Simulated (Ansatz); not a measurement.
Method: DFT PBE, scalar-relativistic, plane waves, PAW in Ansatz. Settings: cutoff 420 eV, Γ-centred meshes spaced at most about 0.3 Å⁻¹, and about 0.25 Å⁻¹ or finer for metals (2π included), Gaussian smearing. No spin polarisation in the final relaxations.

These are static total energies at zero pressure.

Two relaxed structures of LuSc3F:

1. Space group Pm-3m (No. 221), cubic, a = 4.714 Å. Lu is surrounded by 12 Sc at 3.33 Å; Sc is surrounded by 2 F at 2.36 Å, 4 Lu at 3.33 Å and 8 Sc at 3.33 Å; F is surrounded by 6 Sc at 2.36 Å.

2. Space group P6mm (No. 183), hexagonal, a = 6.376 Å, c = 4.103 Å. Around Lu lie 2 F at 2.04–2.06 Å, 6 Sc at 3.37 Å and 2 Lu at 4.10 Å; around Sc lie 4 Sc at 3.19 Å, 2 F at 3.33 Å and 2 Lu at 3.37 Å; F is surrounded by 2 Lu at 2.04–2.06 Å and 6 Sc at 3.33 Å.

**Question.** Which form is favoured at zero pressure, and by what margin per atom?

**Answer.** Cell 1 is lower, by 0.61 eV/atom. Cell 1 has the antiperovskite type, space group Pm-3m (No. 221), 21.0 Å³/atom and no gap on its mesh; cell 2 has space group P6mm (No. 183), 28.9 Å³/atom and no gap. Counting Lu or Sc atoms around F (for each partner element, those within 1.25 times its shortest distance or 1.15 times the sum of covalent radii, where it is the nearest in units of that sum or under 1.3), cell 1 has F 6 and cell 2 has F 2. The denser one is the lower, and pressure would at first widen the difference. Both come from invented guesses.

A magnetic state wasn't ruled out in cells without spin, among them Pm-3m. Cells relaxed within their symmetry can be saddle points.
